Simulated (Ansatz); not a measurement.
YBrO:
```cif
data_Br2O2Y2
_chemical_formula_sum 'Y2 Br2 O2'
_space_group_name_H-M_alt 'P 1'
_space_group_IT_number 1
_cell_length_a 3.83329
_cell_length_b 3.83329
_cell_length_c 8.36285
_cell_angle_alpha 90.000
_cell_angle_beta 90.000
_cell_angle_gamma 90.000
loop_
_space_group_symop_operation_xyz
  'x, y, z'
loop_
_atom_site_label
_atom_site_type_symbol
_atom_site_fract_x
_atom_site_fract_y
_atom_site_fract_z
_atom_site_occupancy
Y1 Y 0.00000 0.50000 0.13462 1
Y2 Y 0.50000 0.00000 0.86538 1
Br1 Br 0.00000 0.50000 0.66923 1
Br2 Br 0.50000 0.00000 0.33077 1
O1 O 0.00000 0.00000 0.00000 1
O2 O 0.50000 0.50000 0.00000 1
```

Relaxed with r²SCAN+D4. 

Q: HSE06 on this cell (Ansatz, a first-principles code, PAW) gives a gap of 5.69 eV. What does r²SCAN+D4 give?

A: 5.01 eV.

Cost on shared cores: the r²SCAN+D4 run (SCF on a 7×7×4 mesh, then bands and DOS) about 120 core-seconds (a rough figure), the HSE06 run (SCF on 4×4×2, then a few points) roughly 80 core-seconds; the tasks are unlike.

Space group P4/nmm. The first step of the workflow began from a Materials Project structure, measured or hypothetical; the Crystallography Open Database copy checked does not list it. Its standing as an ambient phase is unchecked. The cell was relaxed with r²SCAN+D4 under the symmetry of its start; its stability against distortions is not shown here. No spin polarisation was allowed. Spin–orbit coupling is left out wherever it is not named.

Potentials: the later of the program's two PAW sets.

Ansatz is a plane-wave DFT program.
